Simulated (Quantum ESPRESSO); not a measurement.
## One change at a time to AgCu4Sn2W

These are calculations, not measurements. They come from Quantum ESPRESSO 7.5, a public plane-wave density functional program. Each row is one single-point run on a made-up periodic cell of eight metal atoms, with elements, volume, strain and displacements drawn at random and not relaxed, so a cell may be unstable or far from any real phase. There is no spin polarisation or spin-orbit coupling.

Settings: PBE unless stated; PseudoDojo standard norm-conserving files; Fermi-Dirac width 0.25 eV, which means electrons at about 2900 K; cutoff 1252 eV; 5 x 5 x 5 k mesh shifted half a step off Gamma. E is the free energy of the whole cell (internal energy minus TS), so a -TS column is already part of it. Stress is positive in tension, and the pressure P is minus a third of its trace.

Checks: one run of this series was repeated at a higher cutoff and on a denser mesh, which moved values by no more than 0.009 eV, 0.08 GPa and 0.007 eV/Å, and a second program with other atomic files agreed on it to 2 % rms in force and 0.5 GPa in pressure. Known limits: the copper pseudopotential is less sure than most, with forces differing by about three percent and pressure by about two GPa from a second method on plain copper; the tin pseudopotential is less sure than most, with forces differing by about three percent from a second method on plain tin; heavy elements are run without spin-orbit coupling, which real alloys of them have; a spin test at this wide smearing found no moment, but such smearing suppresses magnetism that the real alloy may have.

The lattice is face-centred cubic, and the cell vectors in Å are (-0.058, 3.984, 4.012); (3.896, 0.018, 3.936); (3.978, 3.990, -0.064), a volume of 126.38 Å³ in run 1. The elements on sites 1 to 8 are Cu Cu Sn Cu W Ag Cu Sn. Each later run makes one change to run 1 and keeps the rest. E is counted from run 1, and is n/a where other atomic files have another zero of energy.

```
run                           change  V (Å³)  P (GPa)  -TS (eV)  rms force (eV/Å)  largest change of a force component (eV/Å)  E (eV)
  1                             none  126.38     5.61    -0.702             0.751                                       0.000   0.000
  2          sites 2 and 3 exchanged  126.38     6.66    -0.734             0.883                                       1.004   0.477
  3    all lengths scaled by +1.32 %  131.45     0.39    -0.739             0.636                                       0.247  -0.092
  4           PBEsol in place of PBE  126.38    -0.66    -0.707             0.692                                       0.120     n/a
  5                     Mo on site 6  126.38     3.26    -0.967             0.815                                       0.693     n/a
  6  site 8 moved by -0.20 Å along x  126.38     5.15    -0.703             0.545                                       2.081       ?
```

## Worked estimate

Along the move dE = -F dx. The force on site 8 along x is -1.631 eV/Å in run 1 and 0.450 eV/Å in run 6, and the move is -0.20 Å, so the mean force times the move gives an estimate.

## Withheld value

Question: what E should run 6 give?

The estimate is -0.118 eV. The calculation gave -0.114 eV. The mean of two end points misses the curvature of the force.
